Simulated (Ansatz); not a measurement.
Values for one crystal, relaxed and computed with r²SCAN (plane waves, PAW; program Ansatz); other levels are named.

- Volume per atom = 14.95 Å³
- Electronic character = metallic (no gap)
- Formation energy from the elements (no fitted shifts) = -35 kJ/mol of atoms
- Density of states at the Fermi level = 0.38 states/eV per atom (mean over ±0.08 eV)

Task: Pick the material that matches.
(A) MgNiGe, Pnma (Mg on 4c, Ni on 4c, Ge on 4c)
(B) LiLaGe2, Pnma (Ge on 4c, Ge on 4c, La on 4c, Li on 4c)
(C) Cr3Ge, A15 (Cr3Si type)
(D) ZrGeS, P4/nmm (Zr on 2c, Ge on 2a, S on 2c)

Result: A, MgNiGe, Pnma (Mg on 4c, Ni on 4c, Ge on 4c)

The workflow started from a Materials Project entry (that database holds measured and hypothetical structures alike); the Crystallography Open Database files this formula in space group No. 62, but the cells were not matched. Whether it is the stable phase at ambient conditions was not checked. Symmetry was held in the r²SCAN relaxation; its stability against distortions is not shown here. No spin polarisation was allowed. The references are the lowest solids computed at this level, not always the standard phases. Spin–orbit coupling is left out wherever it is not named.

Potentials: the later of the program's two PAW sets.
